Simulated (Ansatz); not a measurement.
# BiPd3: reading a single point

```yaml
crystal:
  lattice:
    - [0.00000, 4.23885, 0.00000]
    - [4.23885, 0.00000, 0.00000]
    - [2.11943, 2.11943, -3.83245]
  atoms:
    - { symbol: Bi, position: [0.00000, 0.00000, 0.00000] }
    - { symbol: Pd, position: [0.75000, 0.25000, 0.50000] }
    - { symbol: Pd, position: [0.25000, 0.75000, 0.50000] }
    - { symbol: Pd, position: [0.50000, 0.50000, 0.00000] }
```

Single point in Ansatz 0.2.0 with LDA, no spin polarisation. Cutoff 420 eV, PAW datasets, 9×9×9 Γ-centred k mesh, fermi-dirac filling (width 0.1 eV).

Q: Describe some of the short contacts.

A: Bi–Pd at 2.86 Å: least valence density 0.29 e/Å³ and ELF 0.26 there. Pd–Pd at 2.86 Å: least valence density 0.25 e/Å³ and ELF 0.19 there. These are pseudo-fields; inside the PAW spheres they differ from the all-electron ones.

Q: Are the atoms at rest?

A: The forces vanish by the symmetry of the sites.

Q: How is the charge shared?

A: Bader charges in e: Bi +0.69, Pd -0.23. In the mean Bi gives up most and Pd takes most.

Q: What is the formation energy?

A: -0.21 eV an atom against the elements' usual phases (free molecules for gases, crystals otherwise, with no correction for O₂ or N₂), so it is bound against them; other compounds may still compete. Relaxing would lower it.

Q: Metal or insulator?

A: It is a metal, with about 2.2 states/eV a cell as the mean within 0.25 eV of the Fermi level, mostly Pd d (60 %) and Bi p (28 %).

Q: What does the stress say?

A: The pressure is -6.7 GPa (compression positive), so with the atoms held at these fractions the cell would first shrink. The principal stresses -7.0, -7.0, -6.0 GPa differ, so its shape would change too.

Origin: a known structure type with other elements, at an estimated volume, so it need not be a known compound.
